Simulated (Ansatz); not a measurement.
InIr3N (anti-perovskite, Pm-3m) under volume change, the program Ansatz at the PBE level (PAW), scaled uniformly.

```csv
V (Å³/atom),E − E(relaxed) (meV/atom),P (GPa)
13.109,104.1,28.26
13.541,43.4,17.11
13.973,10.2,7.79
14.405,0.0,0.00
14.837,9.0,-6.50
15.270,34.1,-11.93
15.702,72.6,-16.44
```

What does a third-order Birch–Murnaghan fit give for V₀, B₀ and B′?

V₀ = 14.41 Å³/atom, B₀ = 237 GPa, B′ = 5.0.

The start of the workflow was typed in or built on a structure type; neither database checked (COD, Materials Project) lists it. Whether it is the stable phase at ambient conditions was not checked. Symmetry was held in the PBE relaxation; whether a distortion lowers the energy is not shown. The workflow began spin-polarised and lost its moments. The volume moved by 16 % from the start of the relaxation. Its formation energy is positive at this level, so the cell may be metastable or incomplete. Scalar-relativistic: spin–orbit coupling is off unless named, which matters more the heavier the elements.

Potentials: the later of the program's two PAW sets.
